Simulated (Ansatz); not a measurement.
All numbers below come from DFT PBE, scalar-relativistic, plane waves, PAW, and for the lanthanide a 4f-in-core norm-conserving potential (Ansatz 0.2.0). Settings: cutoff 660 eV, Γ-centred meshes spaced at most about 0.3 Å⁻¹, and about 0.25 Å⁻¹ or finer for metals (2π included), Gaussian smearing. No spin polarisation in the final relaxations.

These are static total energies at zero pressure.

Two forms of Pr2BBr3 were relaxed alike.

1.

```xyz
6
Lattice="-3.0499 3.0499 5.5581 3.0499 -3.0499 5.5581 3.0499 3.0499 -5.5581" Properties=species:S:1:pos:R:3 pbc="T T T"
Pr    0.0000    0.0000    8.5341
Pr    0.0000    0.0000    2.5820
B     0.0000    0.0000    0.0000
Br    0.0000    3.0499    2.7790
Br    0.0000    0.0000    5.5581
Br    3.0499    0.0000    2.7790
```

2.

```xyz
6
Lattice="4.9318 2.8474 3.0197 -4.9318 2.8474 3.0197 0.0000 -5.6948 3.0197" Properties=species:S:1:pos:R:3 pbc="T T T"
Pr    0.0000    0.0000    2.4846
Pr    0.0000    0.0000    6.5746
B     0.0000    0.0000    0.0000
Br    0.0000    2.8474    3.0197
Br   -2.4659   -1.4237    3.0197
Br    2.4659   -1.4237    3.0197
```

Question: Which form is favoured at zero pressure, and by what margin per atom?

Answer: Cell 2 is lower, by 25 meV/atom. Cell 1 has space group I4/mmm (No. 139), 34.5 Å³/atom and no gap on its mesh; cell 2 has space group R-3m (No. 166), 42.4 Å³/atom and no gap. Counting B or Br atoms around Pr (for each partner element, those within 1.25 times its shortest distance or 1.15 times the sum of covalent radii, where it is the nearest in units of that sum or under 1.3), cell 1 has Pr 6 and cell 2 has Pr 4. The lower one is the more open, so pressure narrows the difference. In cell 1, Pr is surrounded by 1 B at 2.58 Å and 5 Br at 2.98–3.06 Å; around B lie 2 Pr at 2.58 Å; Br on a site of symmetry -4m2 has 4 Pr at 3.06 Å; 1 more site not described. In cell 2, around Pr lie 1 B at 2.48 Å and 3 Br at 2.90 Å; around B lie 2 Pr at 2.48 Å; Br has 2 Pr at 2.90 Å. Both come from invented guesses.

Cells relaxed within their symmetry can be saddle points.

The lanthanide is trivalent by construction, without f bands, f moments or other valences.
